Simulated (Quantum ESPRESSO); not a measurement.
```
CELL_PARAMETERS angstrom
      4.00038     0.00000     0.00000
      0.00000     4.00038     0.00000
      0.00000     0.00000    16.40000
ATOMIC_POSITIONS crystal
  Cu 0.50000 0.00000 0.00000
  Cu 0.00000 0.50000 0.00000
  I  0.00000 0.00000 0.10302
  I  0.50000 0.50000 0.89698
```

The layer was cut from Materials Project entry mp-22863 and relaxed with PBEsol in a cell 16.4 Å high, with the Coulomb interaction truncated along z.

Problem. What does norm-conserving PBEsol (Quantum ESPRESSO, 92 Ry, no spin-orbit coupling) give for the electronic structure near the Fermi level?

Solution. The PBEsol gap is direct, 2.15 eV at Γ. The valence-band maximum lies 4.63 eV below the vacuum level. Without spin-orbit coupling, band edges of such heavy elements can be off by tenths of an eV. The filled Cu 3d shell has no Hubbard U; semilocal functionals place it too high.

This is a model layer cut from the bulk structure; whether it is stable on its own was not checked.
